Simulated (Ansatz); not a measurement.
The relaxed structure here is a generated cell of Pt: the first start was made by placing the elements on the sites of a structure type, and the end was not matched to a known phase here, so it may be hypothetical. Known forms of Pt include space group No. 225.

A relaxed cell of Pt (R-3m (No. 166)), relaxed on a k-mesh at least as fine as the one used below. All values below come from PBEsol (plane waves to 420 eV, PAW, scalar-relativistic; Ansatz, an electronic-structure program). Γ-centred k-mesh 14×7×14 on the run's cell (coarser than for final values), Fermi–Dirac smearing 0.05 eV.

```
CELL_PARAMETERS angstrom
      1.37187     0.79205     6.94669
     -2.74373     1.58409    13.89337
      0.00000    -1.58409     6.94669
ATOMIC_POSITIONS crystal
  Pt 0.00000 0.00000 0.00000
  Pt 0.00000 0.50000 0.00000
  Pt 0.22268 0.11134 0.22268
  Pt 0.22268 0.61134 0.22268
  Pt 0.77732 0.38866 0.77732
  Pt 0.77732 0.88866 0.77732
```

Every atom was then displaced, and the forces became (eV/Å):

```
atom     Fx     Fy     Fz
----  -----  -----  -----
Pt1    0.14  -0.01   1.50
Pt2   -0.25   0.17  -0.05
Pt3   -0.11   0.22  -0.11
Pt4   -0.05  -0.33  -0.66
Pt5    0.41   0.00  -0.09
Pt6   -0.14  -0.04  -0.59
```

Q: Which atom was moved farthest relative to the others, and in which direction?

A: Pt4, by (0.09, 0.15, 0.07) Å (0.19 Å, mean shift removed); the next is Pt5 with 0.14 Å. Its force makes an angle of 135° with its move.

All displacements (Å):

```json
[
 {"atom": "Pt1", "ux": "-0.036", "uy": "-0.081", "uz": "-0.069"},
 {"atom": "Pt2", "ux": "-0.009", "uy": "-0.096", "uz": "0.100"},
 {"atom": "Pt3", "ux": "0.007", "uy": "0.023", "uz": "0.018"},
 {"atom": "Pt4", "ux": "0.052", "uy": "0.087", "uz": "0.119"},
 {"atom": "Pt5", "ux": "-0.129", "uy": "-0.172", "uz": "0.075"},
 {"atom": "Pt6", "ux": "-0.096", "uy": "-0.146", "uz": "0.071"}
]
```

The undisplaced cell is probably no minimum: from this displacement the run went on to I4/mmm (No. 139), 0.03 eV/atom below it.

No spin polarisation in the result.
